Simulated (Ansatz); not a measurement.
The calculation used Ansatz 0.2.0, DFT PBE, scalar-relativistic, plane waves, PAW. All cells share a 420 eV cutoff and Γ-centred k meshes spaced at most about 0.3 Å⁻¹ (about 0.25 or finer for metals, 2π included). No spin polarisation in the final relaxations.

Temperature and zero-point effects are left out.

Two forms of Al4Pt were relaxed alike.

A.

```xyz
5
Lattice="4.7821 0.0000 0.0000 0.0000 4.7821 0.0000 0.0000 0.0000 4.7821" Properties=species:S:1:pos:R:3 pbc="T T T"
Al    0.0000    2.3911    2.3911
Al    2.3911    2.3911    0.0000
Al    2.3911    0.0000    2.3911
Al    0.0000    0.0000    0.0000
Pt    2.3911    2.3911    2.3911
```

B.

```xyz
5
Lattice="-2.9056 2.9056 2.9056 2.9056 -2.9056 2.9056 2.9056 2.9056 -2.9056" Properties=species:S:1:pos:R:3 pbc="T T T"
Al    1.4528    1.4528    1.4528
Al   -1.4528    1.4528    1.4528
Al    1.4528    1.4528   -1.4528
Al    1.4528   -1.4528    1.4528
Pt    0.0000    0.0000    0.0000
```

Question: Which is lower in energy, and by how much?

Answer: B is lower, by 170 meV/atom. A has space group Pm-3m (No. 221), 21.9 Å³/atom and no gap on its mesh; B has space group Im-3m (No. 229), 19.6 Å³/atom and no gap. Counting all near atoms (those within 1.25 times the shortest distance at each site; a plus sign parts nearer from farther groups; a slash parts the counts of unlike sites), A has Al 2/12+8, Pt 6 and B has Al 2+6, Pt 8. The denser one is the lower, and pressure would at first widen the difference. In A, Al on a site of symmetry 4/mmm is surrounded by 2 Pt at 2.39 Å and 12 Al at 3.38 Å; Al on a site of symmetry m-3m is surrounded by 12 Al at 3.38 Å; Pt has 6 Al at 2.39 Å. In B, Al is surrounded by 2 Pt at 2.52 Å and 6 Al at 2.91 Å; Pt is surrounded by 8 Al at 2.52 Å. Both come from invented guesses. A third cell relaxed alike, in P-6m2, lies 98 meV/atom below the lower of the two.

Spin–orbit coupling, which can matter for Pt, is left out. Cells relaxed within their symmetry can be saddle points.
